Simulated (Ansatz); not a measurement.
The cell below belongs to a search over invented structures; it isn't taken from experiment.

Input and command of a plane-wave DFT calculation in Ansatz:

```yaml
crystal:
  lattice:
    - [2.9564078977, 0.0, 0.0]
    - [-1.4782039488, 2.5603243433, 0.0]
    - [0.0, 0.0, 14.1246835425]
  atoms:
    - { symbol: Sc, position: [0.0, 0.0, 0.0] }
    - { symbol: Al, position: [0.3333333333, 0.6666666667, 0.1742301058] }
    - { symbol: Al, position: [0.6666666667, 0.3333333333, 0.3361518915] }
    - { symbol: Al, position: [0.0, 0.0, 0.5] }
    - { symbol: Al, position: [0.3333333333, 0.6666666667, 0.6638481085] }
    - { symbol: Al, position: [0.6666666667, 0.3333333333, 0.8257698942] }
basis:
  ecutwfc: 420
kpoints:
  mp_grid: { grid: [12, 12, 4] }
hamiltonian:
  xc: pbe
scf:
  occupations: { method: gaussian, width: 0.1 }
output:
  forces: true
  stress: true
  eigenvalues: true
relax:
  adjacent_minimum: "off"
  f_tol: 0.01
  max_steps: 80
  cell: { stress_tol: 0.05 }
```

```bash
ansatz run input.yaml --threads 1 --pin off --max-ram 2560MiB --backend cpu --events-out ev --progress --plain --runs-dir out
```

Processor: AMD EPYC (Zen 3), 1 thread, on a host shared with other jobs.

**Question.** Estimate time, memory and problem size.

**Answer.** About 2 min, peak memory 0.48 GiB. It solves 19 bands at 69 k points (after reduction by symmetry) with about 2085 plane waves (on the last cell), in 70 SCF iterations over 9 ionic steps.
